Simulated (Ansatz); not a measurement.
Sb (A7 type, space group R-3m)

```
Sb
1.0
    2.16397     1.24937     3.78144
   -2.16397     1.24937     3.78144
    0.00000    -2.49874     3.78144
Sb
2
Direct
  0.23324   0.23324   0.23324
  0.76676   0.76676   0.76676
```

Equation-of-state scan: isotropic scaling of the cell above, V₀ being its volume. The atoms relax within the cell's symmetry.

Computed with r2SCAN+rVV10 (plane waves to 500 eV, PAW, scalar-relativistic; Ansatz, a first-principles code). k mesh 13×13×13 (Γ-centred), Fermi-Dirac smearing 0.05 eV. E stands for the smeared free energy. Compression counts positive. With the shape held, the modulus is that of even scaling; a crystal free to change shape is softer. Sb was relaxed with its symmetry unable to fall. Spin-orbit coupling is left out, though Sb is heavy. The zero of ΔE is the relaxed starting cell. The last digit holds for this mesh only.

```tsv
V (Å³/atom)	ΔE (meV/atom)
28.830	16.5
29.290	9.1
29.750	3.9
30.211	1.0
30.671	0.0
31.131	0.9
31.591	withheld
32.051	7.8
32.511	13.6
```

Fit a third-order Birch-Murnaghan form (E₀, V₀, B₀, B₀′ free) to the given rows and predict ΔE at V = 31.591.

Least squares on the 8 given rows: ΔE = E₀ + (9V₀B₀/16)·y²·[2 + (B₀′ − 4)y], y = (V₀/V)^(2/3) − 1, with V₀ = 30.674 Å³/atom, B₀ = 43.35 GPa (160.2 GPa = 1 eV/Å³; the term in eV is multiplied by 1000), B₀′ = 3.64, E₀ = 0.00 meV/atom; root-mean-square residual 0.02 meV/atom. At 31.591 the fit gives 3.5 meV/atom; the calculation gives 3.6 meV/atom, so the interpolation is off by -0.1 (-2.8 %). For the pressure the fit gives -1.2 GPa against the computed -1.2 GPa.

(A scan under strain: stresses follow from slopes of the energy per volume, elastic moduli from its curvatures.)
